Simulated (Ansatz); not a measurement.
AlRu:
```
AlRu
1.0
    2.97630     0.00000     0.00000
    0.00000     2.97630     0.00000
    0.00000     0.00000     2.97630
Ru Al
1 1
Direct
  0.00000   0.00000   0.00000
  0.50000   0.50000   0.50000
```

Relaxed with PBEsol. Special points in fractions of this cell's reciprocal vectors: Γ (0.000, 0.000, 0.000); X (0.000, 0.500, 0.000); M (0.500, 0.500, 0.000); R (0.500, 0.500, 0.500).

Problem. List the band energies nearest the Fermi level at these points for PBEsol (plane waves, PAW; program Ansatz).

Solution. In eV from the Fermi level; about four levels below and three above (degenerate sets whole), none deeper than 8.9 eV; points with the same levels are listed once.

```tsv
k	below	above
Γ	-3.67 -3.67	0.20 0.20 0.20
X	-5.50 -2.85 -1.63 -1.63	0.46 2.34 7.41
M	-1.38 -1.38 -1.19 -1.19	1.57 5.38 6.44
R	-4.71 -4.71 -4.71	1.67 1.67 2.69
```

Space group Pm-3m (CsCl type). Symmetry was held in the PBEsol relaxation; of distortions, only those at the zone centre were tested. The run is not spin-polarised. Spin–orbit coupling is left out wherever it is not named.

Potentials: the later of the program's two PAW sets.
